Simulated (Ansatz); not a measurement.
## Computed properties of In5CuTe8

In5CuTe8:
```yaml
crystal:
  lattice:
    - [4.42189, 6.25915, 0.00000]
    - [-4.42189, 6.25915, 0.00000]
    - [-0.01018, 0.00000, 8.84423]
  atoms:
    - { symbol: In, position: [0.48963, 0.48963, 0.00000] }
    - { symbol: In, position: [0.00972, 0.00972, 0.50000] }
    - { symbol: In, position: [0.49955, 0.49955, 0.50000] }
    - { symbol: In, position: [0.01153, 0.48814, 0.24139] }
    - { symbol: In, position: [0.48814, 0.01153, 0.75861] }
    - { symbol: Cu, position: [0.00094, 0.00094, 0.00000] }
    - { symbol: Te, position: [0.64269, 0.10525, 0.01938] }
    - { symbol: Te, position: [0.10525, 0.64269, 0.98062] }
    - { symbol: Te, position: [0.11070, 0.61478, 0.52326] }
    - { symbol: Te, position: [0.61478, 0.11070, 0.47674] }
    - { symbol: Te, position: [0.10292, 0.15042, 0.76767] }
    - { symbol: Te, position: [0.15042, 0.10292, 0.23233] }
    - { symbol: Te, position: [0.61611, 0.65763, 0.24764] }
    - { symbol: Te, position: [0.65763, 0.61611, 0.75236] }
```

Space group C2 (No. 5); conventional cell a = 8.8438 Å, b = 12.5183 Å, c = 8.8442 Å, α = 90.00°, β = 90.07°, γ = 90.00°.

Method: DFT-r²SCAN in the program Ansatz with PAW potentials. Structure relaxed to zero pressure with the same functional. Other levels are named where they apply.

**Cell and energy**

```yaml
volume_per_atom: 34.97 Å³
density: 5.63 g/cm³
Formation energy from the elements (no fitted shifts): -0.44 eV/atom
```

**Electronic structure**

```yaml
band_gap: 0.53 eV (direct)
valence_band_maximum: at Γ
conduction_band_minimum: at Γ
```

The first step of the workflow began from a Materials Project structure, measured or hypothetical; the Crystallography Open Database copy checked does not list it. Its standing as an ambient phase is unchecked. The r²SCAN relaxation kept the symmetry of its start; whether a distortion lowers the energy is not shown. The run is not spin-polarised. The references are the lowest solids computed at this level, not always the standard phases. Scalar-relativistic: spin–orbit coupling is off unless named, which matters more the heavier the elements.

Potentials: the later of the program's two PAW sets.
